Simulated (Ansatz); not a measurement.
Two states of LiEuN2

```
Li Eu N
1.0
     0.00000    4.58539    0.00000
     4.58539    0.00000    0.00000
     2.29270    2.29270   -5.76665
Li Eu N
2 2 4
Cartesian
  2.2927 3.4390 -1.4417
  4.5854 3.4390 -4.3250
  2.2927 5.7317 -4.3250
  4.5854 1.1463 -1.4417
  2.2927 3.4390 -4.7950
  2.2927 1.1463 -1.9116
  4.5854 3.4390 -0.9717
  4.5854 5.7317 -3.8550
```

The numbers come from plane-wave PAW DFT (Ansatz): PBE, with U_eff = 2.92 eV on Eu f (all-electron-ortho-atomic projectors), 420 eV, 5×5×5 Γ-centred k points, gaussian occupations (width 0.0109 eV). Nothing was relaxed.

State A: Eu3 up, Eu4 down, N5 down, N6 up, N7 up, N8 down (collinear spin). State B: Eu3 up, Eu4 up, N5 down, N6 down, N7 down, N8 down (collinear spin).

Question: Which state is lower, and how do they differ?

Answer: State B is lower by 29.2 meV an atom at zero smearing.

```json
{"state": "A", "free energy (meV/atom)": "29.2", "largest moment in a small sphere (μB)": "5.99", "net moment (μB/cell)": "0.00", "gap on mesh (eV)": "metal", "pressure (GPa)": "-3.7", "largest force (eV/Å)": "0.14"}
{"state": "B", "free energy (meV/atom)": "0.0", "largest moment in a small sphere (μB)": "6.04", "net moment (μB/cell)": "8.80", "gap on mesh (eV)": "metal", "pressure (GPa)": "-2.8", "largest force (eV/Å)": "0.20"}
```

Origin: a known structure type with other elements, at an estimated volume, so it need not be a known compound. Caveats: another magnetic order, which this cell may not hold, can open a gap.
